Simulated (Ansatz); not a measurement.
# SiNi₃ at a changed volume — ⁶¹Ni nuclear quadrupole resonance

Cell: a COD entry, relaxed with PBE at fixed cell and then changed (volume scaled by 1.06, ions relaxed).

```cif
data_structure
_symmetry_space_group_name_H-M 'P 1'
_symmetry_Int_Tables_number 1
_cell_length_a 3.6207
_cell_length_b 3.6207
_cell_length_c 3.6207
_cell_angle_alpha 90.000
_cell_angle_beta 90.000
_cell_angle_gamma 90.000
_cell_volume 47.47
loop_
_atom_site_label
_atom_site_type_symbol
_atom_site_fract_x
_atom_site_fract_y
_atom_site_fract_z
_atom_site_occupancy
Si1 Si 0.00000 0.00000 0.00000 1
Ni2 Ni 0.00000 0.50000 0.50000 1
Ni3 Ni 0.50000 0.00000 0.50000 1
Ni4 Ni 0.50000 0.50000 0.00000 1
```

Sites (sets of like atoms) are named by element and the number of their first atom in this list.

The numbers come from a DFT calculation in Ansatz (PBE, plane waves and PAW, scalar-relativistic, collinear spin, 420 eV cutoff, Γ-centred 13×13×13 k-points, Fermi–Dirac smearing 0.05 eV). Start moments as typed (μB): 1.5 on each Ni, none on the rest.

⁶¹Ni: I = 3/2, Q = 162.0 mb (year-2017 value). Static lattice, zero field.

(1) Predict the zero-field ⁶¹Ni lines of each site.

Answers

(1) For I = 3/2 there is one line, ν = (|C_Q|/2)(1 + η²/3)^½.

```tsv
site	atoms	V_zz (10²¹ V/m²)	C_Q (MHz)	η	line frequencies (MHz)
Ni	2, 3, 4	-4.18	-16.4	0.00	8.18
```

An axis of threefold or higher order runs through Ni, so V_zz lies along it and η is zero.

The run finds no gap above 0.1 eV (a metal, or nearly one), so the gradients can move by 10 % or more with the k-mesh. With these PAW files V_zz is typically within 2 to 3 % of all-electron values, but misses above 10 % occur on Ni. At this changed cell the PBE pressure is -16 GPa. The start moments die out, and the run ends without spin.
